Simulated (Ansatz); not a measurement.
WN2:
```cif
data_N4W2
_chemical_formula_sum 'W2 N4'
_space_group_name_H-M_alt 'P 1'
_space_group_IT_number 1
_cell_length_a 2.90152
_cell_length_b 2.90152
_cell_length_c 7.73968
_cell_angle_alpha 90.000
_cell_angle_beta 90.000
_cell_angle_gamma 120.000
loop_
_space_group_symop_operation_xyz
  'x, y, z'
loop_
_atom_site_label
_atom_site_type_symbol
_atom_site_fract_x
_atom_site_fract_y
_atom_site_fract_z
_atom_site_occupancy
W1 W 0.33333 0.66667 0.75000 1
W2 W 0.66667 0.33333 0.25000 1
N1 N 0.00000 0.00000 0.90987 1
N2 N 0.00000 0.00000 0.09013 1
N3 N 0.00000 0.00000 0.40987 1
N4 N 0.00000 0.00000 0.59013 1
```

Relaxed with PBEsol. The program Ansatz at the PBEsol level (PAW) gives a gap of 1.27 eV.

Problem. What gap does HSE06 give on the same cell (Ansatz, PAW)?

Solution. 1.93 eV, 0.65 eV more. The hybrid was solved on a coarser mesh and at special points; the gap given is the minimum over both.

| k | v1 PBEsol | c1 PBEsol | v1 HSE06 | c1 HSE06 |
|---|---|---|---|---|
| Γ | -0.94 | 1.51 | -0.99 | 2.27 |
| A | -1.62 | 2.26 | [?] | [?] |
| K | -0.52 | 1.76 | [?] | [?] |
| H | 0.00 | 1.75 | [?] | [?] |
| M | -0.84 | 3.61 | [?] | [?] |
| L | -1.54 | 3.65 | -1.71 | 4.50 |

Problem. Top valence (v1) and lowest conduction level (c1) in eV from each method's valence maximum (which need not be a listed point): supply the withheld HSE06 values.

Solution. 
- M, v1 HSE06: -1.11
- M, c1 HSE06: 4.42
- A, v1 HSE06: -1.80
- A, c1 HSE06: 3.15
- H, v1 HSE06: 0.00
- H, c1 HSE06: 2.24
- K, v1 HSE06: -0.49
- K, c1 HSE06: 2.25

Cost on shared cores: the PBEsol run (SCF on a 11×11×4 mesh, then bands and DOS) around 30 core-seconds (rough), the HSE06 run (SCF on 6×6×2, then a few points) around 80 core-seconds (rough); the tasks are unlike.

Space group P6_3/mmc. The workflow started from a Materials Project entry (that database holds measured and hypothetical structures alike); the Crystallography Open Database copy checked does not list it. Whether it is the stable phase at ambient conditions was not checked. The PBEsol relaxation kept the symmetry of its start; its stability against distortions is not shown here. No spin polarisation was allowed. Scalar-relativistic: spin–orbit coupling is off unless named, which matters more the heavier the elements.

Potentials: the later of the program's two PAW sets.
